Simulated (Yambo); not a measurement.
Yambo run on SrHI (space group P4/nmm, No. 129). The wavefunctions are PBEsol (pw.x of Quantum ESPRESSO, ONCV potentials, scalar-relativistic) ones on a 2×2×1 mesh (18 occupied bands); a = b = 4.2912 Å, c = 8.1904 Å, α = β = γ = 90.00°.

Yambo input:

```
rim_cut
gw0
dyson
el_el_corr
HF_and_locXC
ppa
em1d
RandQpts= 1000000
RandGvec= 1 Ry
EXXRLvcs= 72 Ry
VXCRLvcs= 288 Ry
Chimod= "HARTREE"
% BndsRnXp
 1 | 230 |
%
NGsBlkXp= 7 Ry
% LongDrXp
 1.0 | 1.0 | 1.0 |
%
PPAPntXp= 27.2114 eV
% GbndRnge
 1 | 230 |
%
GTermKind= "none"
DysSolver= "n"
ExtendOut
% QPkrange
 1 | 1 | 18 | 19 |
 2 | 2 | 18 | 18 |
 3 | 3 | 19 | 19 |
%
```

k points by index: 1 = Γ, 2 = X, 3 = M.

Table of the .qp output:

```
#    K-point    Band    Eo [eV]    E [eV]    E-Eo [eV]    Vxc [eV]    Vnlxc [eV]    Sc|Eo [eV]    Sc|E [eV]    dSc/dw|Eo [eV]    Re(Z)    Im(Z)
#
    1    18    -0.359676    -1.315489    -0.955813    -11.43187    -14.37253    1.754221    1.984840    -6.564717    0.805637    -0.001529
    1    19    3.786580    4.546298    0.759718    -9.269013    -4.548368    -3.801662    -3.960928    -5.703552    0.826716    -0.001264
    2    18    0.000000    -0.921344    -0.921344    -11.28842    -14.18248    1.741819    1.972713    -6.818396    0.799631    -0.001559
    3    19    3.448561    4.047291    0.598731    -8.489794    -4.036244    -3.730385    -3.854820    -5.654136    0.827959    -0.001283
```
(The two width columns are left out.) Convergence of these settings isn't established.

Spin-orbit coupling is not included.

Geometry relaxed with PBE+D3(BJ).
